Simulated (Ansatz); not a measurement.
RuN (zinc blende, space group No. 216) at seven volumes, DFT-PBEsol in the program Ansatz with PAW potentials, scaled uniformly. One row is withheld.

```csv
V (Å³/atom),P (GPa)
10.359,33.87
10.701,?
11.042,9.46
11.384,0.00
11.725,-8.02
12.067,-14.79
12.408,-20.51
```

### Question
Fit the shown pressures and predict the withheld one.

### Answer
Third-order Birch–Murnaghan: P = (3/2)B₀(x^(7/2) − x^(5/2))[1 + (3/4)(B′ − 4)(x − 1)] with x = (V₀/V)^(2/3). Least squares on the six rows gives V₀ = 11.384 Å³/atom, B₀ = 289.6 GPa, B′ = 4.55. At V = 10.701, x = 1.0421 and P = 20.63 GPa. The run itself gave 20.65 GPa.

Space group F-43m (zinc blende). The workflow started from a Materials Project entry (that database holds measured and hypothetical structures alike); the Crystallography Open Database copy checked does not list it. Its standing as an ambient phase is unchecked. The PBEsol relaxation kept the symmetry of its start; whether a distortion lowers the energy is not shown. No spin polarisation was allowed. Its formation energy is positive at this level, so the cell may be metastable or incomplete.

Potentials: the later of the program's two PAW sets.
